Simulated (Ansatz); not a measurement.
# Ti$_{4}$O$_{3}$: a vibration from a frozen displacement

These are results of DFT PBEsol, scalar-relativistic, plane waves, PAW (Ansatz 0.2.0), not measurements. Cutoff 420 eV, Γ-centred 14×14×14 k-points, Gaussian smearing of 0.15 eV. No spin polarisation. Energies are free energies at this smearing, counted from the undisturbed cell; pressure is positive in compression.

The undisturbed cell (relaxed at this level; it needn't be the usual structure):

```
Ti O
1.0
    -2.10587    2.10587    4.10402
     2.10587   -2.10587    4.10402
     2.10587    2.10587   -4.10402
Ti O
4 3
Direct
  0.00000 0.50000 0.50000
  0.25988 0.25988 0.00000
  0.50000 0.00000 0.50000
  0.74012 0.74012 0.00000
  0.75000 0.25000 0.50000
  0.00000 0.00000 0.00000
  0.25000 0.75000 0.50000
```

Atom 5 (O) is moved by x along the Cartesian unit vector (0.000, 0.000, 1.000); the cell and all other atoms stay fixed. The cell's volume is 72.80 Å³; the moved atoms weigh 15.999 u together and the others 223.466 u. Some rows repeat others by symmetry and weren't run.

| x (Å) | ΔE (meV/cell) | total force on the moved atoms along the move (eV/Å) | pressure (GPa) |
| --- | --- | --- | --- |
| -0.1000 | 70.78 | 1.4383 | 0.5858 |
| -0.0833 | 48.87 | 1.1865 | 0.4134 |
| -0.0667 | 31.21 | 0.9425 | 0.2737 |
| -0.0500 | 17.48 | 0.7021 | 0.1647 |
| -0.0333 | 7.74 | 0.4655 | 0.0871 |
| -0.0167 | 1.94 | 0.2328 | 0.0409 |
| 0.0000 | 0.00 | 0.0000 | 0.0254 |
| 0.0167 | 1.94 | -0.2328 | 0.0409 |
| 0.0333 | 7.74 | -0.4655 | 0.0871 |
| 0.0500 | 17.48 | -0.7021 | 0.1647 |
| 0.0667 | 31.21 | -0.9425 | 0.2737 |
| 0.0833 | 48.87 | -1.1865 | 0.4134 |
| 0.1000 | 70.78 | -1.4383 | 0.5858 |

What frequency belongs to this motion?

The force constant is k = −dF/dx = 13.940 eV/Å², from the parabola through x = -0.0167, 0 and 0.0167. In every cell the moved atoms swing against the rest, so the mass is μ = m₁m₂/(m₁ + m₂) = 14.930 u, and ν̃ = 521.5 cm⁻¹ × √(|k|/μ) = 504 cm⁻¹. The pattern needn't be a normal mode: ν̃² is then a weighted mean of the squared nonzero frequencies at the zone centre of this cell, so it lies between the lowest and the highest of them.

How far does the harmonic law reach?

At x = -0.100 Å, kx²/2 = 69.70 meV against the computed 70.78 meV (+1.5 %): the well is still close to harmonic there.

The pressure changes with x². What does that say about the frequency under compression?

With E = k(V)x²/2, k ∝ V^(−2γ) and x scaling with the cell as V^(1/3), P − P0 = −∂E/∂V = (2γ − 2/3) ΔE/V. At x = 0.0333 Å, V(P − P0) = 72.80 × 0.06173 / 160.2 eV = 28.05 meV and ΔE = 7.74 meV, so γ = 1/3 + V(P − P0)/(2ΔE) = 2.15. This is the Grüneisen parameter of the motion under uniform scaling of the cell: shrinking the cell evenly by 1 % in volume raises the frequency by about 2.15 %.

No gap shows at this level, though a semilocal functional can close a small gap that the real compound has; without a gap these slopes depend on the k mesh and the smearing.

Cost: 7 runs of about 6.1 core-minutes in all, on Intel Xeon 6975P-C (Granite Rapids) (shared hosts).